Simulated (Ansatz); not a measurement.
ScB$_{2}$:
```yaml
crystal:
  lattice:
    - [3.14297, 0.00000, 0.00000]
    - [-1.57149, 2.72189, 0.00000]
    - [0.00000, 0.00000, 3.52435]
  atoms:
    - { symbol: Sc, position: [0.00000, 0.00000, 0.00000] }
    - { symbol: B, position: [0.33333, 0.66667, 0.50000] }
    - { symbol: B, position: [0.66667, 0.33333, 0.50000] }
```

Relaxed with r²SCAN. Special points in fractions of this cell's reciprocal vectors: Γ (0.000, 0.000, 0.000); M (0.500, 0.000, 0.000); K (0.333, 0.333, 0.000); A (0.000, 0.000, 0.500); L (0.500, 0.000, 0.500); H (0.333, 0.333, 0.500).

Problem. List the band energies nearest the Fermi level at these points for r²SCAN in the plane-wave PAW code Ansatz.

Solution. In eV from the Fermi level; about four levels below and three above (degenerate sets whole), none deeper than 8.9 eV; points with the same levels are listed once.

```csv
k,below,above
Γ,-1.89 -0.97 -0.97 -0.35,4.25 4.25 5.07 5.07
M,-8.12 -2.14 -2.13 -0.40,3.53 3.68 5.22
K,-7.44 -7.44 -5.82 -0.66 -0.66,3.11 3.11 4.41
A,-6.24,0.40 0.40 2.08 2.08
L,-6.70 -3.15 -2.26 -1.93,4.54 5.38 5.79
H,-7.70 -7.70 -4.54 -1.74 -1.74,4.73 6.01 6.01
```

Space group P6/mmm. The workflow started from an entry of the Crystallography Open Database (COD). Whether it is the stable phase at ambient conditions was not checked. The r²SCAN relaxation kept the symmetry of its start; whether a distortion lowers the energy is not shown. The run is not spin-polarised.

Potentials: the later of the program's two PAW sets.
